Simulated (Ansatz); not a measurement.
# Na3In: do energies and stresses tell the same story?

Theory: DFT r2SCAN, scalar-relativistic, plane waves, PAW (Ansatz).

Plane waves to 500 eV, a k mesh through Γ of 10×10×10 on the computed 4-atom cell and Gaussian smearing (0.10 eV); no spin polarisation.

Relaxed cell: Fm-3m, a = 7.763 Å, b = 7.763 Å, c = 7.763 Å, α = 90.00°, β = 90.00°, γ = 90.00°, 4 atoms in the primitive cell. Whether it is the stable form of this composition wasn't checked.

Energies at zero smearing and pressures from the stress tensor, at volumes with shape and atoms relaxed:
```tsv
V (Å³/atom)	E − E(first) (meV/atom)	P (GPa)
27.483	0.00	1.067
28.360	-4.23	0.492
29.237	-5.54	0.000
30.114	-4.36	-0.421
30.992	-1.04	-0.782
```

Question: Check P = −dE/dV between neighbouring volumes, and get the bulk modulus from the pressures alone.

Answer: With 1 eV/Å³ = 160.2 GPa:
| middle V (Å³/atom) | −ΔE/ΔV (GPa) | mean P (GPa) |
| --- | --- | --- |
| 27.922 | 0.772 | 0.780 |
| 28.799 | 0.240 | 0.246 |
| 29.676 | -0.216 | -0.211 |
| 30.553 | -0.606 | -0.602 |

The two differ by 0.008 GPa at most. The mean of two end pressures misses the average over a step by about ΔV² P″/12, up to 0.008 GPa here; with that taken off 0.001 GPa remains. Around V = 29.237 Å³/atom, the two neighbours give B = −V ΔP/ΔV = 29.237 × 0.913 / 1.754 = 15.2 GPa, against B0 = 15.2 GPa from the Birch–Murnaghan fit of the energies.

Cost: 6 runs of about 4 core-minutes in all, on Intel Xeon Platinum 8259CL (Skylake/Cascade Lake) (shared hosts).